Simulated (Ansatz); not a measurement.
Input and command of a calculation in Ansatz (plane waves; scalar-relativistic PAW potentials unless the input names others):

```yaml
crystal:
  lattice:
    - [3.095001587, 2.9e-09, 0.0]
    - [-1.547500796, 2.6803499977, 0.0]
    - [0.0, 0.0, 15.186570963]
  atoms:
    - { symbol: Si, position: [0.3333333333, 0.6666666667, 0.832992701] }
    - { symbol: Si, position: [0.6666666667, 0.3333333333, 0.332992701] }
    - { symbol: Si, position: [0.6666666667, 0.3333333333, 0.6665012399] }
    - { symbol: Si, position: [0.3333333333, 0.6666666667, 0.1665012399] }
    - { symbol: Si, position: [0.0, 0.0, 0.4997230254] }
    - { symbol: Si, position: [0.0, 0.0, 0.9997230254] }
    - { symbol: C, position: [0.0, 0.0, 0.8743713553] }
    - { symbol: C, position: [0.0, 0.0, 0.3743713553] }
    - { symbol: C, position: [0.3333333333, 0.6666666667, 0.7079991939] }
    - { symbol: C, position: [0.6666666667, 0.3333333333, 0.2079991939] }
    - { symbol: C, position: [0.6666666667, 0.3333333333, 0.5415134844] }
    - { symbol: C, position: [0.3333333333, 0.6666666667, 0.0415134844] }
basis:
  ecutwfc: 420
kpoints:
  mp_grid: { grid: [12, 12, 2] }
hamiltonian:
  xc: pbe
scf:
  occupations: { method: gaussian, width: 0.02 }
  max_iter: 80
output:
  forces: true
  eigenvalues: true
  stress: true
total_charge: 4
```

```bash
ansatz run input.yaml --threads 4 --pin off --max-ram 8192MiB --backend cpu --events-out ev --progress --plain --runs-dir out
```

Abridged log:
```
Pseudopotentials: kind: paw
Pseudopotential: Si, paw, valence charge 4, recommended cutoff 420 eV (normal)
Pseudopotential: C, paw, valence charge 4, recommended cutoff 420 eV (normal)
Functional definition: PBE
Crystal: 12 atoms, lattice volume = 125.983 Å³
Basis set: ecut = 420 eV, 2451 PW (Γ), exchange–correlation on 48×48×216 points (8 copies of the dense FFT grid, shifted against one another)
Bands: 34, of which v1, the nominal top of the filled ones, is band 22 counted from 1 (21 counted from 0)
Symmetry: 12 space group operations
Space group: P63mc (ITA 186), of the structure as read, at distance tolerance 5.0e-5 Å
k-points: 38 of 288
Initial density: superposition of atomic densities (neutral atoms scaled as one to the charged cell's electrons: chi_scale 0, normalization atom), corrected by the library's trained network
Initial wavefunctions: pseudopotential atomic-orbital guess
Functional: x = pbe(κ = 0.804, μ = 0.21951497), c = pbe(β = 0.06672455)
SCF iter   1: F=—  HF=-5356.786674 eV  |F-HF|=—  |Δ(HF+E_count)|=         —  Δρ=2.69e-2  dr2=9.86e-1  ethr=1.77e-3  ⟨swp⟩=6.4  Hψ=6525  notcnv=0  defer=58
SCF iter   2: F=—  HF=-5356.498116 eV  |F-HF|=—  |Δ(HF+E_count)|=   2.89e-1  Δρ=2.87e-3  dr2=1.14e-2  ethr=1.77e-3  ⟨swp⟩=2.1  Hψ=2402  notcnv=0  defer=256
SCF iter   3: F=—  HF=-5356.510343 eV  |F-HF|=—  |Δ(HF+E_count)|=   1.22e-2  Δρ=1.06e-3  dr2=9.69e-4  ethr=2.60e-5  ⟨swp⟩=2.1  Hψ=1911  notcnv=0  defer=180
automatic band count: iteration 3 solves 32 bands in place of 34: the levels show a gap, and the empty bands left out lie too high to hold charge; the band table lists the bands solved (type scf.n_extra_bands for more)
SCF iter   4: F=—  HF=-5356.514080 eV  |F-HF|=—  |Δ(HF+E_count)|=   3.74e-3  Δρ=1.42e-4  dr2=7.20e-5  ethr=2.20e-6  ⟨swp⟩=2.0  Hψ=1942  notcnv=0  defer=180
SCF iter   5: F=—  HF=-5356.513973 eV  |F-HF|=—  |Δ(HF+E_count)|=   1.07e-4  Δρ=4.93e-5  dr2=8.46e-6  ethr=1.64e-7  ⟨swp⟩=2.0  Hψ=1632  notcnv=0  defer=180
SCF iter   6: F=—  HF=-5356.513972 eV  |F-HF|=—  |Δ(HF+E_count)|=   8.40e-7  Δρ=1.06e-5  dr2=2.06e-7  ethr=1.92e-8  ⟨swp⟩=2.7  Hψ=1798  notcnv=0  defer=180
SCF iter   7: F=-5356.513972 eV  HF=-5356.513972 eV  |F-HF|=3.53e-9  |Δ(HF+E_count)|=   4.36e-8  Δρ=1.86e-6  dr2=6.55e-9  ethr=2.27e-10  ⟨swp⟩=11.1  Hψ=5689  notcnv=0
SCF 1 converged in 7 iterations: F = -5356.513972 eV  dr2 = 6.55e-9
SCF converged after 7 iterations
Free energy (F): -5356.513972 eV
Harris-Foulkes:  -5356.513972 eV  (|F-HF|=3.53e-9)
Internal energy: -5356.512741 eV  (E = F + TS)
E sigma→0 (E₀):  -5356.513357 eV
Entropy (-TS):   -0.001231 eV (-0.103 meV/atom)
Fermi energy:    7.805256 eV
--- Forces (eV/Å), atoms counted from 1 ---
  atom   1  Si     0.00000000     0.00000000    -0.07395735
  atom   2  Si     0.00000000     0.00000000    -0.07395735
  atom   3  Si     0.00000000     0.00000000    -0.13971231
  atom   4  Si     0.00000000     0.00000000    -0.13971231
  atom   5  Si     0.00000000     0.00000000    -0.08740679
  atom   6  Si     0.00000000     0.00000000    -0.08740679
  atom   7  C      0.00000000     0.00000000     0.07647169
  atom   8  C      0.00000000     0.00000000     0.07647169
  atom   9  C      0.00000000     0.00000000     0.15203623
  atom  10  C      0.00000000     0.00000000     0.15203623
  atom  11  C      0.00000000     0.00000000     0.07257466
  atom  12  C      0.00000000     0.00000000     0.07257466
--- Stress (GPa, compression-positive) ---
       28.231648       0.000000       0.000000
        0.000000      28.231648       0.000000
        0.000000       0.000000      28.468697
  P = ⅓ Tr σ = 28.3107 GPa (283.107 kbar)
```

Task: What is wrong with this input?

Result: The fault is a net charge on a solid that should be neutral, 4 electrons a cell too few, offset by a uniform background, so that energy and pressure hang on that convention (total_charge: not typed → 4, the first being the value of the sound run). Setting it back cures it. The run converged all the same, with a total energy on another zero, pressure 28.31 GPa (with the neutralising background of the charged cell), largest force 0.152 eV/Å, no gap on the mesh, so convergence alone doesn't show that an input is right. A reference run on usual settings, whose relaxation ended at this geometry, converged, and the end of its own relaxation has pressure 0.00 GPa, largest force 0.000 eV/Å, gap on the mesh 2.03 eV.

Time: 5.2 s on 4 threads of Intel(R) Xeon(R) Processor @ 2.70GHz, with other jobs on the host, peak memory 0.48 GiB.